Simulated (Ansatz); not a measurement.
## Tl$_{2}$S: reading a single point

```
S Tl
1.0
     6.09236    0.03773   -0.08682
    -3.01350    5.21603    0.00955
    -0.11342   -0.05108    7.92251
S Tl
2 4
Direct
  0.32998 0.66570 0.24828
  0.66267 0.33101 0.74462
  0.00128 0.99867 0.99789
  0.99930 0.99708 0.50427
  0.66247 0.32999 0.25256
  0.33212 0.67452 0.74878
```

Method: r2SCAN, no spin polarisation; PAW, plane waves to 500 eV, 4×4×3 Γ-centred mesh, fermi-dirac occupations (width 0.1 eV) (Ansatz 0.2.0), atoms fixed.

Task: What is the band gap?

Result: The gap on the k mesh is 0.77 eV; the mesh may miss the band edges, so the true gap of this level can be smaller.

Task: What is the character of the valence top and the conduction bottom?

Result: Within 0.7 eV of the edges, the states project mainly on S p (83 %) below the gap and on Tl p (70 %) and S p (20 %) above it.

Task: Which element gives electrons and which takes them?

Result: Bader charges in e: Tl +0.55, S -1.10. In the mean Tl gives up most and S takes most.

Task: What does the stress say?

Result: The pressure is -5.5 GPa (compression positive), so with the atoms held at these fractions the cell would first shrink. The principal stresses -6.3, -6.0, -4.1 GPa differ, so its shape would change too.

Task: Where is the largest force?

Result: The largest is on S2 (and as large on other atoms): 0.05 eV/Å, components (-0.02, -0.02, -0.04). It makes 62° with the line to a nearest neighbour, Tl6 at 3.44 Å.

Origin: a strained cell with displaced atoms, so it need not be a known compound. Caveats: an odd or shifted mesh can miss the band edges, so this level's true gap may be smaller; no spin-orbit coupling, which can shift this gap by tenths of an eV.
